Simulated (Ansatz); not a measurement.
Here is the system:

Cu₃Sn:
```cif
data_Cu6Sn2
_chemical_formula_sum 'Cu6 Sn2'
_space_group_name_H-M_alt 'P 1'
_space_group_IT_number 1
_cell_length_a 4.25033
_cell_length_b 5.44436
_cell_length_c 4.77694
_cell_angle_alpha 90.000
_cell_angle_beta 90.000
_cell_angle_gamma 90.000
loop_
_space_group_symop_operation_xyz
  'x, y, z'
loop_
_atom_site_label
_atom_site_type_symbol
_atom_site_fract_x
_atom_site_fract_y
_atom_site_fract_z
_atom_site_occupancy
Cu1 Cu 0.50000 0.00000 0.29746 1
Cu2 Cu 0.00000 0.50000 0.70254 1
Cu3 Cu 0.00000 0.75328 0.15451 1
Cu4 Cu 0.00000 0.24672 0.15451 1
Cu5 Cu 0.50000 0.74672 0.84549 1
Cu6 Cu 0.50000 0.25328 0.84549 1
Sn1 Sn 0.50000 0.50000 0.34467 1
Sn2 Sn 0.00000 0.00000 0.65533 1
```

This is the PBEsol-relaxed structure.

Task: All from plane-wave PAW PBEsol (Ansatz code), unless another level is named. Give the formation energy from the elements (no fitted shifts).

Result: -1.0 kJ/mol of atoms.

Task: What about the density of states at the Fermi level?

Result: 0.26 states/eV per atom (mean over ±0.08 eV).

Space group Pmmn. The first step of the workflow began from a Materials Project structure, measured or hypothetical; the Crystallography Open Database files this formula in space group No. 59, but the cells were not matched. Its standing as an ambient phase is unchecked. The PBEsol relaxation kept the symmetry of its start; its stability against distortions is not shown here. No spin polarisation was allowed. The program gave a warning on the electronic state, which may not be the lowest. The references are the lowest solids computed at this level, not always the standard phases. Scalar-relativistic: spin–orbit coupling is off unless named, which matters more the heavier the elements.

Potentials: the earlier of the program's two PAW sets. The files were generated under PBE; for other functionals the program regenerates the frozen cores, and for LDA and PBEsol the local potential too.
